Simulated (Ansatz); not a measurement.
Relaxed Se (trigonal-Se type, space group P3_121):

```yaml
crystal:
  lattice:
    - [4.53455, 0.00000, 0.00000]
    - [-2.26727, 3.92703, 0.00000]
    - [0.00000, 0.00000, 10.08292]
  atoms:
    - { symbol: Se, position: [0.21814, 0.00000, 0.41667] }
    - { symbol: Se, position: [0.21814, 0.00000, 0.91667] }
    - { symbol: Se, position: [0.00000, 0.21814, 0.08333] }
    - { symbol: Se, position: [0.00000, 0.21814, 0.58333] }
    - { symbol: Se, position: [0.78186, 0.78186, 0.25000] }
    - { symbol: Se, position: [0.78186, 0.78186, 0.75000] }
```

The atoms are displaced by Q × the pattern below (from a DFPT mode at A = (0.0, 0.0, 0.5), largest move 1; Q in Å), at fixed cell. (q is in reciprocal vectors of the primitive cell; the cell shown is doubled to hold the pattern.)

```
atom       x       y       z
----  ------  ------  ------
Se1    0.000   0.933  -0.360
Se2    0.000  -0.933   0.360
Se3   -0.808  -0.467  -0.360
Se4    0.808   0.467   0.360
Se5   -0.808   0.467   0.360
Se6    0.808  -0.467  -0.360
```

Calculation: PBE (plane waves to 420 eV, PAW, scalar-relativistic; Ansatz, a first-principles code). k mesh 8×8×4 (Γ-centred), Fermi-Dirac smearing 0.05 eV. The energy includes the smearing's −TS. Se was relaxed with its symmetry unable to fall. ΔE is measured from the undisplaced structure.

```
Q (Å)   ΔE (meV/cell)
------  -------------
-0.180          139.3
-0.150       withheld
-0.120           61.7
-0.090           34.6
-0.060           15.4
-0.030            3.8
0.000             0.0
0.030             3.8
0.060            15.4
0.090            34.6
0.120            61.7
0.150        withheld
0.180           139.3
```

Q: Fit an even polynomial form (powers 2, 4) to the given rows and predict ΔE at Q = 0.150.

A: Least squares on the 11 given rows: ΔE = (4269)·Q² + (933.2)·Q⁴, in meV/cell with Q in Å; root-mean-square residual 0.03 meV/cell. At 0.150 the fit gives 96.5 meV/cell; the calculation gives 96.5 meV/cell, the same to the digits shown. The quadratic term alone would give 96.1 meV/cell.

(For displaced atoms, the force is minus the slope of the energy, and its curvature is a force constant, which sets phonon frequencies.)
